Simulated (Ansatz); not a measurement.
Re, DFT, PBEsol, all-electron PAW with datasets made for the crystal, scalar-relativistic (Ansatz 0.2.0), run on 1 thread of Intel(R) Xeon(R) Platinum 8375C CPU @ 2.90GHz (Ice Lake) on a shared host.

The cell is a database entry far from equilibrium at this level of theory, probably a faulty or high-pressure entry; it serves as a test geometry alone. The listed cell was then made from it by scaling, straining or moving an atom.

Command: `ansatz run input.yaml --threads 1 --pin off --max-ram 3072MiB --backend cpu --events-out ev --progress --plain --runs-dir out`

```yaml
crystal:
  lattice:
    - [2.5497657329, 0.0, 0.0]
    - [-1.2748828664, 2.2081618983, 0.0]
    - [0.0, 0.0, 4.0770373845]
  atoms:
    - { symbol: Re, position: [0.3333333333, 0.6666666667, 0.25] }
    - { symbol: Re, position: [0.6666666667, 0.3333333333, 0.75] }
kpoints:
  mp_grid: { grid: [18, 18, 10] }
scf:
  occupations: { method: fermi_dirac, width: 0.05 }
hamiltonian:
  xc: pbesol
  pseudopotentials: { kind: all_electron, datasets: crystal }
output:
  forces: true
  stress: true
  eigenvalues: true
  efg: { contact_densities: true }
```

Question: How large is the problem that the program sets up?

Answer: 222 irreducible k-points, 313 plane waves at Γ, 21 bands.

Question: About how long does it take, and how much memory does it use?

Answer: 57 s of wall time for 8 SCF iterations, with a peak of 1.3 GiB. Times on shared machines scatter by tens of per cent.

Question: And the same cell and mesh by frozen-core PAW, asked for forces, stress, eigenvalues, efg, on the same hardware?

Answer: 4.7 s, peak memory 0.45 GiB.
